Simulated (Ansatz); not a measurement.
```yaml
crystal:
  lattice:
    - [4.016073404, 0.0, 0.0]
    - [-2.008036702, 3.4780215913, 0.0]
    - [0.0, 0.0, 4.348451925]
  atoms:
    - { symbol: Gd, position: [0.0, 0.0, 0.0], spin: 7.0 }
    - { symbol: Si, position: [0.3333333333, 0.6666666667, 0.5] }
    - { symbol: Si, position: [0.6666666667, 0.3333333333, 0.5] }
basis:
  ecutwfc: 420
  ecutrho_ratio: 4
kpoints:
  mp_grid: { grid: [10, 10, 8] }
hamiltonian:
  xc: pbesol
scf:
  occupations: { method: gaussian, width: 0.05 }
output:
  forces: true
  stress: true
  eigenvalues: true
  populations: true
magnetization:
  spin_polarized: true
relax:
  f_tol: 0.01
  max_steps: 60
  cell: { stress_tol: 0.04 }
```

Q: What does this Ansatz input ask for?

A: It asks for a full relaxation of cell and atoms of GdSi2 with PBEsol (scalar-relativistic), a cutoff of 420 eV (density cutoff 4 times that), a Γ-centred 10×10×8 mesh and Gaussian smearing of 0.05 eV, with collinear spin, starting moments 7.00, 0.00, 0.00 μB on the atoms in order. Stop at forces under 0.01 eV/Å and stress under 0.04 GPa, or after 60 steps. Forces, stress and eigenvalues are wanted, and also Löwdin populations.

Q: How large is the problem?

A: 26 valence electrons, 1117 plane waves at Γ (in the final cell), 24 symmetry operations and 70 irreducible k-points; it took 56 SCF iterations in all.

Launched as:
```sh
ansatz run input.yaml --threads 4 --pin off --max-ram 8192MiB --backend cpu --events-out ev --progress --plain --runs-dir out
```

Q: About how long does the run take on 4 threads of Intel(R) Xeon(R) 6975P-C (Granite Rapids) (shared host), and how much memory does it need?

A: About 16 s, with a peak of 0.54 GiB.

The cell came from substitution into a structure type; whether the compound takes it is for experiment to say.
